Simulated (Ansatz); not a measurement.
Ni (hcp (Mg type), P6_3/mmc) at seven volumes, r²SCAN in the plane-wave PAW code Ansatz, shape and atoms relaxed at each. One row is withheld.

| V (Å³/atom) | P (GPa) |
|---|---|
| 9.608 | 25.70 |
| 9.925 | 15.57 |
| 10.242 | 7.10 |
| 10.559 | 0.01 |
| 10.875 | -5.94 |
| 11.192 | ? |
| 11.509 | -15.05 |

Fit the shown pressures and predict the withheld one.

P = (3/2)B₀(x^(7/2) − x^(5/2))[1 + (3/4)(B′ − 4)(x − 1)] with x = (V₀/V)^(2/3). Least squares on the six rows gives V₀ = 10.559 Å³/atom, B₀ = 216 GPa, B′ = 4.91. At V = 11.192, x = 0.9619 and P = -10.90 GPa. The run itself gave -10.91 GPa.

The first step of the workflow began from a Materials Project structure, measured or hypothetical; the Crystallography Open Database files this formula in space group No. 194, but the cells were not matched. It is not the phase usual at ambient conditions (space group No. 225). The r²SCAN relaxation kept the symmetry of its start; its stability against distortions is not shown here. Magnetic state: ferromagnetic, chosen from 5 collinear starts compared on coarse meshes (ties went to the first, and starts can fall back to one state), not a proven ground state. Other orbital occupations within this spin state were not tried.

Potentials: the earlier of the program's two PAW sets.
